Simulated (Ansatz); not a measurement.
Structure: COD 9011998, as refined from experiment and not relaxed.

An input for Si: DFT, LDA, all-electron LAPW, scalar-relativistic (Ansatz 0.2.0).

Command: `ansatz run input.yaml --threads 1 --pin off --max-ram 3072MiB --backend cpu --events-out ev --progress --plain --runs-dir out` The run took 6.9 s on 1 thread of Intel(R) Xeon(R) 6975P-C (Granite Rapids), on a shared host, peak memory 0.35 GiB.

```yaml
crystal:
  lattice:
    - [0.0, 2.71547, 2.71547]
    - [2.71547, 0.0, 2.71547]
    - [2.71547, 2.71547, 0.0]
  atoms:
    - { symbol: Si, position: [0.5, 0.5, 0.5] }
    - { symbol: Si, position: [0.75, 0.75, 0.75] }
kpoints:
  mp_grid: { grid: [12, 12, 12] }
  band_path:
    path:
      - [0.0, 0.0, 0.0]
      - [0.5, 0.0, 0.5]
      - [0.625, 0.25, 0.625]
      - [0.375, 0.375, 0.75]
      - [0.0, 0.0, 0.0]
      - [0.5, 0.5, 0.5]
      - [0.5, 0.25, 0.75]
      - [0.5, 0.0, 0.5]
    npoints: 14
scf:
  occupations: { method: fermi_dirac, width: 0.08 }
hamiltonian:
  xc: lda
  pseudopotentials: { kind: all_electron, lapw: { basis_error: 0.00025 } }
output:
  forces: true
  stress: true
  eigenvalues: true
  populations: true
  dos: { projected: true, de: 0.2, e_range: [-14, 8] }
```

Set-up and iterations as logged by Ansatz (the results part is left out, to be predicted):

```
Si: projections on atomic orbitals take those of the free atom 1s2 2s2 2p6 3s2 3p2, of charge +0.00 (hamiltonian.pseudopotentials.projection_atoms)
LAPW: plane waves up to 8.391 Å⁻¹, error target 2.5e-4 eV per atom; small_component_spin mean_spin; Si in spheres of 1.176 Å, 12 of its electrons in bands, Dirac shells []
Engine: ansatz 0.2.0
Pseudopotentials: kind: all_electron
Pseudopotential: Si, LAPW, valence charge 12, Koelling and Harmon's equation, gaussian nucleus
Functional definition: SPW92
  exchange = slater_x
  correlation = pw_c
Crystal: 2 atoms, lattice volume = 40.047 Å³
Basis set: ecut = 268.2713169944325 eV, 411 PW (Γ), exchange–correlation at level 2
Bands: 16, of which v1, the nominal top of the filled ones, is band 12 counted from 1 (11 counted from 0)
Symmetry: 48 space group operations
Space group: Fd-3m (ITA 227), of the structure as read, at distance tolerance 3.4e-5 Å
k-points: 72 of 1728
Non-local potential: Si, projectors of the file, none
Initial density: superposition of atomic densities (chi_scale 0.1, normalization cell)
Initial wavefunctions: plane waves of lowest kinetic energy (no species holds an atomic orbital)
Functional: x = slater, c = lda
iter 1 solved again at ethr=3.22e-3 eV; its pass at ethr=1.00e-1 eV (dr2=7.73e-1 eV) is discarded
SCF iter   1: F=—  HF=-15730.601508 eV  |F-HF|=—  |Δ(HF+E_count)|=         —  Δρ=4.26e-2  dr2=7.75e-1  ethr=3.22e-3  ⟨swp⟩=2.0  Hψ=8248  notcnv=0
SCF iter   2: F=—  HF=-15730.395490 eV  |F-HF|=—  |Δ(HF+E_count)|=   2.06e-1  Δρ=1.72e-2  dr2=1.07e-1  ethr=3.22e-3  ⟨swp⟩=2.0  Hψ=3277  notcnv=0
iter 3 solved again at ethr=1.51e-6 eV; its pass at ethr=4.47e-4 eV (dr2=3.63e-4 eV) is discarded
SCF iter   3: F=—  HF=-15730.365139 eV  |F-HF|=—  |Δ(HF+E_count)|=   3.04e-2  Δρ=1.35e-3  dr2=3.58e-4  ethr=1.51e-6  ⟨swp⟩=3.0  Hψ=5843  notcnv=0
SCF iter   4: F=—  HF=-15730.365002 eV  |F-HF|=—  |Δ(HF+E_count)|=         —  Δρ=1.15e-4  dr2=3.02e-6  ethr=1.49e-6  ⟨swp⟩=2.0  Hψ=3005  notcnv=0
the basis was enlarged: its passes take 179.2 KiB over the memory plan, 1 of 1 planned eigensolver slots
SCF iter   5: F=-15730.365000 eV  HF=-15730.365000 eV  |F-HF|=1.44e-9  |Δ(HF+E_count)|=   2.13e-6  Δρ=1.42e-5  dr2=8.33e-8  ethr=1.26e-8  ⟨swp⟩=2.1  Hψ=3010  notcnv=0
```

What pressure will this run report?

-1.55 GPa (positive in compression).

Is there a band gap?

0.47 eV, indirect from Γ to the line Γ–X (0.5, 0, 0.5).
